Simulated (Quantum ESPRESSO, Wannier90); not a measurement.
**ZrO2 (P4₂/nmc), plane waves to Wannier functions**

```
begin unit_cell_cart
ang
    3.6001700000    0.0000000000    0.0000000000
    0.0000000000    3.6001700000    0.0000000000
    0.0000000000    0.0000000000    5.2251600000
end unit_cell_cart
begin atoms_frac
Zr   0.0000000000  0.0000000000  0.0000000000
Zr   0.5000000000  0.5000000000  0.5000000000
O    0.0000000000  0.5000000000  0.3017700000
O    0.0000000000  0.5000000000 -0.1982300000
O    0.5000000000  0.0000000000  0.1982300000
O    0.5000000000  0.0000000000 -0.3017700000
end atoms_frac
```

Structure: Materials Project mp-2574, symmetrised, not relaxed again. COD (Crystallography Open Database) has the formula in 4 space groups, this one among them (matched by group alone). Method: PBEsol plane waves in Quantum ESPRESSO 7.5 (PseudoDojo norm-conserving files, 68 Ry, spinors with spin-orbit coupling), Bloch states on a 6×6×4 mesh through Γ, Wannier90 4.0.1. Density: 8×8×6 mesh, cold smearing 0.01 Ry.

A tight-binding model is made by disentanglement and projection with no localisation steps (num_iter = 0), so the 44 orbitals stay atom-like: hydrogen-like Zr: d; O: p, axes along x, y, z; frozen window up to 5.50 eV relative to the valence-band maximum. It follows pw.x to 0.4 meV rms for states up to 5.0 eV relative to the valence-band maximum. Matrix elements depend on this choice of orbitals and windows.

Task: What are the on-site energies relative to the valence-band maximum, and how fast do the hoppings decay?

Result: 
```tsv
atom	orbitals	energy (eV)
Zr1	dz2↑ dz2↓	4.29
Zr1	dxz↑ dxz↓ dyz↑ dyz↓	6.10
Zr1	dx2-y2↑ dx2-y2↓	6.51
Zr1	dxy↑ dxy↓	4.32
Zr2	dz2↑ dz2↓	4.29
Zr2	dxz↑ dxz↓ dyz↑ dyz↓	6.10
Zr2	dx2-y2↑ dx2-y2↓	6.51
Zr2	dxy↑ dxy↓	4.32
O3	pz↑ pz↓	-1.13
O3	px↑ px↓	-1.03
O3	py↑ py↓	-1.19
O4	pz↑ pz↓	-1.13
O4	px↑ px↓	-1.19
O4	py↑ py↓	-1.03
O5	pz↑ pz↓	-1.13
O5	px↑ px↓	-1.03
O5	py↑ py↓	-1.19
O6	pz↑ pz↓	-1.13
O6	px↑ px↓	-1.19
O6	py↑ py↓	-1.03
```

```
distance of the centres (Å)  largest modulus (eV)
---------------------------  --------------------
2–3                                           2.1
3–4                                          0.24
4–5                                         0.059
5–6                                         0.030
6–7                                         0.022
7–8                                         0.010
8–9                                        0.0042
9–10                                       0.0022
```
